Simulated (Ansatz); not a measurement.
# Property card for GeAs

GeAs:
```
CELL_PARAMETERS angstrom
     -1.82742     1.82742     2.91610
      1.82742    -1.82742     2.91610
      1.82742     1.82742    -2.91610
ATOMIC_POSITIONS crystal
  Ge 0.99453 0.99453 0.00000
  As 0.41947 0.41947 0.00000
```

Space group I4mm (No. 107); conventional cell a = b = 3.655 Å, c = 5.832 Å, α = β = γ = 90.00°.

Method: the program Ansatz at the LDA level (PAW). The cell and atoms are relaxed at this level. Other levels are named where they apply.

**Cell and energy**

```
Quantity                                                       Value
-----------------------------------------------------  -------------
Volume per atom                                             19.48 Å³
Density                                                   6.29 g/cm³
Formation energy from the elements (no fitted shifts)  0.025 eV/atom
```

**Electronic structure**

```
Property                                                                    Result
------------------------------------  --------------------------------------------
Electronic character                                             metallic (no gap)
Density of states at the Fermi level  0.26 states/eV per atom (mean over ±0.08 eV)
```

**Mechanics**

```
Item                                  Result
----------------------------------  --------
Bulk modulus (Birch–Murnaghan fit)  73.3 GPa
Pressure derivative B′                   4.8
```

**Phonons**

```
Quantity                                       Result
-----------------------------  ----------------------
Highest zone-centre frequency                227 cm⁻¹
Zone-centre stability          no imaginary mode at Γ
```

The first step of the workflow began from a Materials Project structure, measured or hypothetical; the Crystallography Open Database copy checked does not list it. Its standing as an ambient phase is unchecked. Symmetry was held in the LDA relaxation. As this level gives no gap, phonon frequencies hold no LO–TO term and depend on the k-mesh and smearing (Fermi–Dirac, 0.1 eV here). The references are the lowest solids computed at this level, not always the standard phases. Scalar-relativistic: spin–orbit coupling is off unless named, which matters more the heavier the elements.

Potentials: the later of the program's two PAW sets.
